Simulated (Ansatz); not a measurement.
# Kick test of a cell of Mg7Se

It was reached by relaxing an invented guess, and it needn't be the stable form of this composition.

Theory: DFT PBE, scalar-relativistic, plane waves, PAW in Ansatz 0.2.0. Plane waves to 420 eV, a k mesh through Γ of 6×6×8 on the computed 8-atom cell and Gaussian smearing (0.10 eV); no spin polarisation.

The cell below (8 atoms, space group P4mm (No. 99)) is relaxed within its symmetry.

```yaml
crystal:
  lattice:
    - [6.38007, 0.00000, 0.00000]
    - [0.00000, 6.38007, 0.00000]
    - [0.00000, 0.00000, 4.62987]
  atoms:
    - { symbol: Mg, position: [0.26204, 0.26204, 0.08501] }
    - { symbol: Mg, position: [0.73796, 0.73796, 0.08501] }
    - { symbol: Mg, position: [0.73796, 0.26204, 0.08501] }
    - { symbol: Mg, position: [0.26204, 0.73796, 0.08501] }
    - { symbol: Mg, position: [0.50000, 0.00000, 0.58789] }
    - { symbol: Mg, position: [0.00000, 0.50000, 0.58789] }
    - { symbol: Mg, position: [0.50000, 0.50000, 0.59230] }
    - { symbol: Se, position: [0.00000, 0.00000, 0.78640] }
```

For the test it was strained at random (σ = 1.5 % a component), the atoms were moved at random (σ = 0.05 Å), and all was relaxed again on a coarse 6×4×4 mesh (in the run’s order of axes) with 0.20 eV smearing, with no symmetry imposed.

Question: Is the structure stable against such a distortion?

Answer: It returns, within 1 meV/atom of the unmoved cell on that mesh and with the same symmetry when read at 0.1 Å (P1 at 0.01 Å, so small strains and shifts remain). So it is stable against the distortions that fit this cell and that this random move excites. Modes that don't fit the cell aren't tested.
